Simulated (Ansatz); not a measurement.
Consider the following.

LaAsRh:
```
CELL_PARAMETERS angstrom
     -2.10062     2.10062     7.48947
      2.10062    -2.10062     7.48947
      2.10062     2.10062    -7.48947
ATOMIC_POSITIONS crystal
  As 0.25029 0.25029 0.00000
  As 0.00029 0.50029 0.50000
  Rh 0.41523 0.41523 0.00000
  Rh 0.16523 0.66523 0.50000
  La 0.83038 0.83038 0.00000
  La 0.58038 0.08038 0.50000
```

This is the r²SCAN-relaxed structure.

### Question
All from DFT-r²SCAN in the program Ansatz with PAW potentials, unless another level is named. Estimate the electronic character.

### Answer
metallic (no gap).

### Question
What about the density of states at the Fermi level?

### Answer
0.49 states/eV per atom (mean over ±0.08 eV).

Space group I4_1md. The workflow started from an entry of the Crystallography Open Database (COD). Whether it is the stable phase at ambient conditions was not checked. The r²SCAN relaxation kept the symmetry of its start; whether a distortion lowers the energy is not shown. The run is not spin-polarised. Spin–orbit coupling is left out wherever it is not named.

Potentials: the later of the program's two PAW sets.
